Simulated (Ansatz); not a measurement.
## hcp against fcc along the alkali metals

Method: DFT, r2SCAN, plane waves (500 eV) with PAW, scalar-relativistic in Ansatz 0.2.0. (PAW data from PBE, frozen cores regenerated.)

Each structure is relaxed within its symmetry, in the lowest magnetic state of the tried starts. Differences under about 8 meV lie within the error of the k-point mesh.

```tsv
element	E(hcp) − E(fcc) (meV/atom)	V(hcp) (Å³/atom)	V(fcc) (Å³/atom)	state of hcp	state of fcc
Li	0	21.00	20.98	spin not included	spin not included
Na	-1	37.71	37.71	spin not included	spin not included
K	0	76.52	76.57	spin not included	spin not included
Rb	0	95.40	95.60	spin not included	spin not included
Cs	?	?	?	?	?
```

Question: Fill in the row of Cs.

Answer: E(hcp) − E(fcc) (meV/atom): 0; V(hcp) (Å³/atom): 124.10; V(fcc) (Å³/atom): 123.60; state of hcp: spin not included; state of fcc: spin not included.
